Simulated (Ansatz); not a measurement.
Elastic constants of ZnNi: input and output

Theory: DFT LDA, scalar-relativistic, plane waves, PAW in Ansatz.

Launched with:
```bash
ansatz run input.yaml --threads 1 --pin off --max-ram 3072MiB --backend cpu --events-out ev --progress --plain --runs-dir out
```

Input (bare energies are in eV):
```yaml
crystal:
  lattice:
    - [2.6322786237, 0.0, 0.0]
    - [0.0, 2.6322786237, 0.0]
    - [0.0, 0.0, 3.1925935139]
  atoms:
    - { symbol: Zn, position: [0.5, 0.5, 0.5] }
    - { symbol: Ni, position: [0.0, 0.0, 0.0] }
basis:
  ecutwfc: 420
kpoints:
  mp_grid: { grid: [16, 16, 14] }
hamiltonian:
  xc: lda
scf:
  occupations: { method: fermi_dirac, width: 0.15 }
output:
  forces: true
  stress: true
  eigenvalues: true
elastic:
  mode: relaxed_ion
  amplitude: 0.005
```

From the output:
```
--- Elastic constants: 4 strain directions × 4 members + reference (group order 16) ---
  dense FFT box of the reference and of every strained cell: 18×18×24
  strains applied: 11, 33, 23, 12; error gains: componentwise 1.00 (the most a stress slope's error grows in a printed constant), spectral 1.41 (1 for all six strains in a standard setting)
  C = ∂σ_k/∂η_j (tension-positive GPa; Voigt order 11 22 33 23 13 12):
       278.989    117.620    177.490      0.000      0.000     -0.000
       117.620    278.989    177.490      0.000      0.000     -0.000
       177.501    177.501    214.800      0.000      0.000     -0.000
         0.000      0.000      0.000    128.799      0.000      0.000
         0.000      0.000      0.000      0.000    128.799      0.000
        -0.000     -0.000      0.000      0.000      0.000     77.489
  reference stress σ⁰ (GPa):      0.003      0.003     -0.006     -0.000     -0.000     -0.000
  C* (energy form; C + prestress term) asymmetry max|C*_kj − C*_jk| = 1.786e-3 GPa — a small one proves nothing (zero by symmetry where the batch's group is 432, −43m or m−3m); a large one is finite-difference/SCF noise where every solve ...
  moduli (Voigt/Reuss/Hill, GPa): K = 190.89/190.85/190.87   G = 87.03/54.08/70.55   E = 188.44   ν = 0.335
  mechanically stable: yes (min eigenvalue of sym C = 38.73 GPa)
  strain η (Voigt 11):  stress-route row diagonal C_11 = 278.99 GPa, energy-path curvature d²(F+E_count+ΔE)/dδ²/Ω₀ = 279.14 GPa
    cells at ±δ against ±2δ: C11 279.09 and 279.39 GPa, apart by 0.11 % of the column's largest entry
         δ    σ_11 (GPa) F (eV) n_scf n_hpsi n_pw
    -1.000e-2      -2.9262       -9020.2535083       8  258030    448   relax 0 steps, max|allowed force component| 3.11e-30 eV/Å
    -5.000e-3      -1.4265       -9020.2550074       5  243173    448   relax 0 steps, max|allowed force component| 9.86e-32 eV/Å
     5.000e-3       1.3644       -9020.2550190       5  249447    450   relax 0 steps, max|allowed force component| 1.04e-28 eV/Å
     1.000e-2       2.6616       -9020.2536229       7  214246    454   relax 0 steps, max|allowed force component| 6.71e-30 eV/Å
  strain η (Voigt 33):  stress-route row diagonal C_33 = 214.80 GPa, energy-path curvature d²(F+E_count+ΔE)/dδ²/Ω₀ = 215.27 GPa
    cells at ±δ against ±2δ: C23 177.53 and 177.65 GPa, apart by 0.05 % of the column's largest entry
         δ    σ_33 (GPa) F (eV) n_scf n_hpsi n_pw
    -1.000e-2      -2.2058       -9020.2539799       8  141169    446   relax 0 steps, max|allowed force component| 2.80e-29 eV/Å
    -5.000e-3      -1.0934       -9020.2551207       4  111103    446   relax 0 steps, max|allowed force component| 4.73e-29 eV/Å
     5.000e-3       1.0548       -9020.2551328       5  139026    460   relax 0 steps, max|allowed force component| 3.19e-29 eV/Å
     1.000e-2       2.0914       -9020.2540445       7  116194    460   relax 0 steps, max|allowed force component| 4.46e-29 eV/Å
  strain η (Voigt 23):  stress-route row diagonal C_44 = 128.80 GPa, energy-path curvature d²(F+E_count+ΔE)/dδ²/Ω₀ = 129.05 GPa
    cells at ±δ against ±2δ: C44 128.80 and 128.79 GPa, apart by 0.00 % of the column's largest entry
         δ    σ_23 (GPa) F (eV) n_scf n_hpsi n_pw
    -1.000e-2      -1.2879       -9020.2546083       8  392878    446   relax 0 steps, max|allowed force component| 0.00e0 eV/Å
    -5.000e-3      -0.6440       -9020.2552750       5  392889    448   relax 0 steps, max|allowed force component| 4.69e-29 eV/Å
     5.000e-3       0.6440       -9020.2552750       5  384027    448   relax 0 steps, max|allowed force component| 4.67e-29 eV/Å
     1.000e-2       1.2879       -9020.2546083       7  393129    446   relax 0 steps, max|allowed force component| 0.00e0 eV/Å
  strain η (Voigt 12):  stress-route row diagonal C_66 = 77.49 GPa, energy-path curvature d²(F+E_count+ΔE)/dδ²/Ω₀ = 77.74 GPa
    cells at ±δ against ±2δ: C66 77.49 and 77.51 GPa, apart by 0.02 % of the column's largest entry
         δ    σ_12 (GPa) F (eV) n_scf n_hpsi n_pw
    -1.000e-2      -0.7751       -9020.2549614       8  253446    448   relax 0 steps, max|allowed force component| 2.01e-29 eV/Å
    -5.000e-3      -0.3875       -9020.2553616       5  229526    448   relax 0 steps, max|allowed force component| 1.29e-29 eV/Å
     5.000e-3       0.3875       -9020.2553616       5  224653    448   relax 0 steps, max|allowed force component| 1.29e-29 eV/Å
     1.000e-2       0.7751       -9020.2549614       7  191549    448   relax 0 steps, max|allowed force component| 2.33e-29 eV/Å
```

Time: 3.4 min on 1 thread of Intel(R) Xeon(R) Platinum 8488C (Sapphire Rapids), with other jobs on the host, peak memory 0.76 GiB.

In a metal, frequencies and elastic constants depend on the k mesh and the smearing, soft modes and shear constants most. Spin polarisation was left out, and a magnetic state may lie lower.